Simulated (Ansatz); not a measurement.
The relaxed structure here is a generated cell of Sb2O3: the first start was made by placing the elements on the sites of a structure type, and the end was not matched to a known phase here, so it may be hypothetical. Known forms of Sb2O3 include space group No. 227.

A structure of Sb2O3 relaxed with r2SCAN (plane waves to 500 eV, PAW, scalar-relativistic; Ansatz, a quantum-chemistry and plane-wave program); single points at other levels follow on the same geometry (Ansatz, PAW; HSE06 at 420 eV on a 3×3×3 k-mesh; no spin-orbit coupling). Space group Ia-3 (No. 206).

```
CELL_PARAMETERS angstrom
     -5.46546     5.46546     5.46546
      5.46546    -5.46546     5.46546
      5.46546     5.46546    -5.46546
ATOMIC_POSITIONS crystal
  Sb 0.50000 0.50000 0.50000
  Sb 0.50000 0.00000 0.00000
  Sb 0.00000 0.00000 0.50000
  Sb 0.00000 0.50000 0.00000
  Sb 0.25000 0.74290 0.49290
  Sb 0.75000 0.75710 0.00710
  Sb 0.49290 0.25000 0.74290
  Sb 0.00710 0.75000 0.75710
  Sb 0.74290 0.49290 0.25000
  Sb 0.75710 0.00710 0.75000
  Sb 0.75000 0.25710 0.50710
  Sb 0.25000 0.24290 0.99290
  Sb 0.50710 0.75000 0.25710
  Sb 0.99290 0.25000 0.24290
  Sb 0.25710 0.50710 0.75000
  Sb 0.24290 0.99290 0.25000
  O  0.53884 0.77986 0.57246
  O  0.70739 0.96637 0.92754
  O  0.79261 0.72014 0.25898
  O  0.96116 0.53363 0.24102
  O  0.57246 0.53884 0.77986
  O  0.92754 0.70739 0.96637
  O  0.25898 0.79261 0.72014
  O  0.24102 0.96116 0.53363
  O  0.77986 0.57246 0.53884
  O  0.96637 0.92754 0.70739
  O  0.72014 0.25898 0.79261
  O  0.53363 0.24102 0.96116
  O  0.46116 0.22014 0.42754
  O  0.29261 0.03363 0.07246
  O  0.20739 0.27986 0.74102
  O  0.03884 0.46637 0.75898
  O  0.42754 0.46116 0.22014
  O  0.07246 0.29261 0.03363
  O  0.74102 0.20739 0.27986
  O  0.75898 0.03884 0.46637
  O  0.22014 0.42754 0.46116
  O  0.03363 0.07246 0.29261
  O  0.27986 0.74102 0.20739
  O  0.46637 0.75898 0.03884
```

```json
[
 {"level": "r2SCAN", "gap (eV)": "1.12", "kind": "direct", "conduction minimum": "H"},
 {"level": "HSE06", "gap (eV)": "2.01", "kind": "–", "conduction minimum": "k = (0.3333, 0.3333, -0.3333)"}
]
```

HSE06 gaps come from a coarse mesh plus a few chosen points, so they may be too large. For this cell size the semilocal gaps come from the SCF mesh and high-symmetry points. No spin polarisation in the result.

The run could not lose the symmetry of its start, so the end can be a saddle point.
